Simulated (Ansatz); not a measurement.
Structure relaxation, Zn

The start is a generated cell, Zn built in the dhcp structure type. Cell shape, volume and atoms are optimised at zero target pressure with r2SCAN (plane waves to 500 eV, PAW, scalar-relativistic; Ansatz, an electronic-structure program). First-step values are on the input's coarse k-mesh.

Ansatz input (later rounds restart from its end on a renewed k-mesh):
Ansatz 0.2 input:
```yaml
crystal:
  lattice:
    - [2.7898302, 0, 0]
    - [-1.3949151, 2.4160638, 0]
    - [0, 0, 8.976298]
  atoms:
    - { symbol: Zn, position: [0, 0, 0] }
    - { symbol: Zn, position: [0, 0, 0.5] }
    - { symbol: Zn, position: [0.33333333, 0.66666667, 0.25] }
    - { symbol: Zn, position: [0.66666667, 0.33333333, 0.75] }
basis: { ecutwfc: 500, ecutrho_ratio: 4, xc_grid: 4, fft_grid_basis: typed }
kpoints: { mp_grid: { grid: [13, 13, 4] } }
hamiltonian:
  xc: r2scan
  dispersion: none
  pseudopotentials: { azcp: { folder: ./paw }, kind: paw }
scf: { occupations: { method: fermi_dirac, width: 0.05 } }
relax: { f_tol: 0.01, max_steps: 100, cell: { stress_tol: 0.02 } }
output: { forces: true, stress: true }
```

**Question.** How much energy is released per atom?

**Answer.** 0.02 eV/atom.

**Question.** How do the shortest distances between atoms change?

**Answer.** The closest pairs of elements (up to four, under 3.6 Å), start → end: Zn–Zn 2.76 → 2.67 Å.

**Question.** What band gap does the relaxed structure have at this level?

**Answer.** No gap (metallic).

**Question.** What does it relax into? Give the structure.

**Answer.** 
```cif
data_Zn4
_chemical_formula_sum 'Zn4'
_space_group_name_H-M_alt 'P63/mmc'
_space_group_IT_number 194
_space_group_name_Hall '-P 6c 2c'
_cell_length_a 2.76679
_cell_length_b 2.76679
_cell_length_c 8.57039
_cell_angle_alpha 90.000
_cell_angle_beta 90.000
_cell_angle_gamma 120.000
loop_
_atom_site_label
_atom_site_type_symbol
_atom_site_symmetry_multiplicity
_atom_site_Wyckoff_symbol
_atom_site_fract_x
_atom_site_fract_y
_atom_site_fract_z
_atom_site_occupancy
Zn1 Zn 2 a 0.00000 0.00000 0.00000 1
Zn2 Zn 2 c 0.33333 0.66667 0.25000 1
```

The space group stays P6₃/mmc (No. 194) (the run could not lower it); the end is AFLOW prototype A_hP4_194_ac (A3', as in La), with 4 atoms in the primitive cell. Final values are on a 19×19×6 k-mesh of the relaxed cell. No spin polarisation in the result.

The run could not lose the symmetry of its start: the end is stationary, and may be a saddle point rather than a minimum.

All atoms sit on sites fixed by symmetry, so only the cell could relax.

The relaxed structure here is a generated cell of Zn: the first start was made by placing the elements on the sites of a structure type, and the end was not matched to a known phase here, so it may be hypothetical. A known form of Zn has the same space group but another cell.
